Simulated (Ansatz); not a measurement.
A geometry of Bi away from equilibrium: the start of the relaxation of a generated trial cell of Bi in the A7 structure type. These are r2SCAN (plane waves to 500 eV, PAW, scalar-relativistic; Ansatz, a first-principles code) values and carry that method's errors. Γ-centred k-mesh 9×9×9 on the run's cell (coarser than for final values), Fermi–Dirac smearing 0.05 eV.

```xyz
2
Lattice="2.2716 1.3115 3.9601 -2.2716 1.3115 3.9601 0.0000 -2.6230 3.9601" Properties=species:S:1:pos:R:3 pbc="T T T"
Bi     0.0000     0.0000     2.8156
Bi     0.0000     0.0000     9.0646
```

What forces act on the atoms (eV/Å)?


| atom | Fx | Fy | Fz |
|---|---|---|---|
| Bi1 | 0.00 | 0.00 | -0.31 |
| Bi2 | 0.00 | 0.00 | 0.31 |

What is the pressure?

+0.2 GPa, compression positive.

How much energy per atom can still be gained by relaxing?

0.01 eV/atom; the path ends in R-3m (No. 166) (AFLOW prototype A_hR2_166_c (A7, as in As)).

No spin polarisation in the result.

The run could not lose the symmetry of its start; a randomly shaken copy of 2 atoms returns to this structure.
